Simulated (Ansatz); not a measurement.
Total density of states per atom from r²SCAN (plane waves, PAW; program Ansatz), in 0.25 eV bins, energy from the Fermi level:

(E (eV), states/eV/atom): (-7.85, 0.25); (-7.60, 0.27); (-7.35, 0.28); (-7.10, 0.31); (-6.85, 0.33); (-6.60, 0.36); (-6.35, 0.40); (-6.10, 0.47); (-5.85, 0.42); (-5.60, 0.43); (-5.35, 0.45); (-5.10, 0.49); (-4.85, 0.49); (-4.60, 0.83); (-4.35, 0.52); (-4.10, 0.32); (-3.85, 0.01); (-3.60, 0.00); (-3.35, 0.00); (-3.10, 0.00); (-2.85, 0.00); (-2.60, 0.00); (-2.35, 0.08); (-2.10, 0.19); (-1.85, 0.24); (-1.60, 0.33); (-1.35, 0.45); (-1.10, 0.57); (-0.85, 0.69); (-0.60, 0.53); (-0.35, 0.49); (-0.10, 0.46); (0.15, 0.50); (0.40, 0.56); (0.65, 0.44); (0.90, 0.41); (1.15, 0.46); (1.40, 0.50); (1.65, 0.52); (1.90, 0.49); (2.15, 0.52); (2.40, 0.55); (2.65, 0.55); (2.90, 0.54); (3.15, 0.59); (3.40, 0.64); (3.65, 0.63); (3.90, 0.62); (4.15, 0.63); (4.40, 0.60); (4.65, 0.57)

### Question
Pick the material that matches.
(A) Tl, 9R (Sm type)
(B) Hf, hcp (Mg type)
(C) K, 9R (Sm type)
(D) GdTl3, Cu3Au type

### Answer
A, Tl, 9R (Sm type). Within 0.5 eV of the Fermi level: Tl 6p 79 %, Tl 6s 19 %. Projections are on Löwdin-orthogonalised atomic valence shells; empty p or d shells of many metals are not among them.

Space group R-3m (9R (Sm type)). The first step of the workflow began from a Materials Project structure, measured or hypothetical; the Crystallography Open Database copy checked does not list it. It is not the phase usual at ambient conditions (space group No. 194). Symmetry was held in the r²SCAN relaxation; its stability against distortions is not shown here. Scalar-relativistic: spin–orbit coupling is off unless named, which matters more the heavier the elements.

Potentials: the later of the program's two PAW sets.
